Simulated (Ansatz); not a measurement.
CaPt$_{2}$:
```xyz
6
Lattice="0.0000 3.8258 3.8258 3.8258 0.0000 3.8258 3.8258 3.8258 0.0000" Properties=species:S:1:pos:R:3 pbc="T T T"
Ca     3.8258     3.8258     3.8258
Ca     5.7386     5.7386     5.7386
Pt     0.9564     2.8693     2.8693
Pt     2.8693     2.8693     0.9564
Pt     2.8693     0.9564     2.8693
Pt     0.9564     0.9564     0.9564
```

Relaxed with r²SCAN. Special points in fractions of this cell's reciprocal vectors: Γ (0.000, 0.000, 0.000); X (0.500, 0.000, 0.500); U (0.625, 0.250, 0.625); K (0.375, 0.375, 0.750); L (0.500, 0.500, 0.500); W (0.500, 0.250, 0.750).

Task: List the band energies nearest the Fermi level at these points for the program Ansatz at the r²SCAN level (PAW).

Result: In eV from the Fermi level; about four levels below and three above (degenerate sets whole), none deeper than 8.9 eV; points with the same levels are listed once.

```
k                          below                above
-  -----------------------------  -------------------
Γ  -1.81 -1.81 -1.81 -1.65 -1.65       0.35 0.35 0.35
X        -1.70 -1.70 -1.61 -1.61  0.77 0.77 2.41 2.41
U        -1.93 -1.48 -1.10 -0.07       1.10 2.36 2.74
L        -1.83 -1.83 -1.49 -1.49  0.70 1.02 1.65 1.65
W        -2.16 -2.16 -1.08 -1.08  0.16 0.16 2.90 2.90
```

Space group Fd-3m (cubic Laves (MgCu2 type)). The workflow started from a Materials Project entry (that database holds measured and hypothetical structures alike); the Crystallography Open Database copy checked does not list it. Its standing as an ambient phase is unchecked. The cell was relaxed with r²SCAN under the symmetry of its start; whether a distortion lowers the energy is not shown. The run is not spin-polarised. Spin–orbit coupling is left out wherever it is not named.

Potentials: the later of the program's two PAW sets.
